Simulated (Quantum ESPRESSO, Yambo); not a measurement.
AlN (zinc blende, space group F-43m, No. 216): one geometry, one set of LDA (Quantum ESPRESSO, PseudoDojo norm-conserving, 84 Ry, scalar-relativistic) orbitals, self-energies from Yambo (6×6×6 Γ-centred k mesh, 77 bands and a 14 Ry block in the screening, 77 bands in G with the Bruneval-Gonze terminator, plasmon pole fitted at 27.2 eV).

```
level                                                     gap Γ → X (eV)  direct gap at Γ (eV)
--------------------------------------------------------  --------------  --------------------
LDA (Quantum ESPRESSO)                                              3.27                  4.46
exchange only (Hartree-Fock self-energy on LDA orbitals)           11.81                 13.20
static COHSEX@LDA                                                   6.47                  7.64
G0W0@LDA, plasmon pole                                                 ?                     ?
G0W0@LDA, multipole fit to 8 frequencies, no terminator             4.79                  6.08
G0W0@LDA, plasmon pole, no terminator                                  ?                     ?
```

**Question.** What belongs in the gaps?

**Answer.** 
- G0W0@LDA, plasmon pole, gap Γ → X (eV): 4.85
- G0W0@LDA, plasmon pole, direct gap at Γ (eV): 6.09
- G0W0@LDA, plasmon pole, no terminator, gap Γ → X (eV): 4.75
- G0W0@LDA, plasmon pole, no terminator, direct gap at Γ (eV): 6.04

Bare exchange has no screening and gives the widest gap; static COHSEX screens it but leaves out the frequency dependence, which G0W0 restores.

Nearest settings tried, and what they do to the gap: 47 bands in W, 47 bands in G: -14 meV; 11 Ry block (89 vectors against 137): -70 meV; 4×4×4 mesh: -17 meV. So the settings aren't converged at that level.

Geometry relaxed with LDA; primitive cell a = 3.064 Å, b = 3.064 Å, c = 3.064 Å, α = 60.00°, β = 60.00°, γ = 60.00°.

This is not the ordinary phase of the substance; no match was found in the copy of COD used, and its stability was not checked.
